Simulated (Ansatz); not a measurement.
# Structure types of Mg compared at 100 GPa

Structure types of Mg are relaxed in primitive cells with their symmetry kept at 100 GPa, first on PAW files, then by LAPW. The enthalpy is E + pV at zero temperature, without zero-point motion. Only the types listed were tried, and differences under about 5 meV/atom are mesh noise. The real phase may be another.

Computed with Ansatz 0.2.0; functional PBEsol, scalar-relativistic. Settings: Fermi–Dirac smearing of 0.1 eV, no spin polarisation. Methods: LAPW: all electrons, basis error target 0.5 meV/atom; PAW: frozen-core files, cutoff 420 eV.

k meshes: fcc 19×19×19, bcc 19×19×19, hcp 18×18×10, sc 17×17×17, diamond 14×14×14, simple hexagonal 18×18×17.

The PAW files were made under PBE.

Problem. Which type is lowest in enthalpy, and by how much?

Solution. bcc, 18 meV/atom below hcp. The whole table:

```json
{"start type": "fcc", "ends as": "fcc, Fm-3m", "a, b, c (Å)": "3.549, 3.549, 3.549", "V (Å³/atom)": "11.17", "H − H(lowest), LAPW (meV/atom)": "37.8", "same, PAW": "37.6"}
{"start type": "bcc", "ends as": "bcc, Im-3m", "a, b, c (Å)": "2.814, 2.814, 2.814", "V (Å³/atom)": "11.14", "H − H(lowest), LAPW (meV/atom)": "0.0", "same, PAW": "0.0"}
{"start type": "hcp", "ends as": "hcp, P6_3/mmc", "a, b, c (Å)": "2.518, 2.518, 4.080", "V (Å³/atom)": "11.20", "H − H(lowest), LAPW (meV/atom)": "17.6", "same, PAW": "17.5"}
{"start type": "sc", "ends as": "sc, Pm-3m", "a, b, c (Å)": "2.251, 2.251, 2.251", "V (Å³/atom)": "11.41", "H − H(lowest), LAPW (meV/atom)": "1016.2", "same, PAW": "1015.3"}
{"start type": "diamond", "ends as": "diamond, Fd-3m", "a, b, c (Å)": "4.676, 4.676, 4.676", "V (Å³/atom)": "12.78", "H − H(lowest), LAPW (meV/atom)": "3287.3", "same, PAW": "3283.1"}
{"start type": "simple hexagonal", "ends as": "simple hexagonal, P6/mmm", "a, b, c (Å)": "2.412, 2.412, 2.231", "V (Å³/atom)": "11.24", "H − H(lowest), LAPW (meV/atom)": "554.0", "same, PAW": "553.6"}
```

Problem. Split the lead of bcc over hcp into energy and pV.

Solution. For hcp less bcc: ΔE = -22.6 meV/atom, and p·ΔV = 100 GPa × +0.0644 Å³ × 6.242 meV/(GPa·Å³) = +40.2 meV/atom, together 17.6 meV/atom. bcc wins by its smaller volume, against the internal energy.
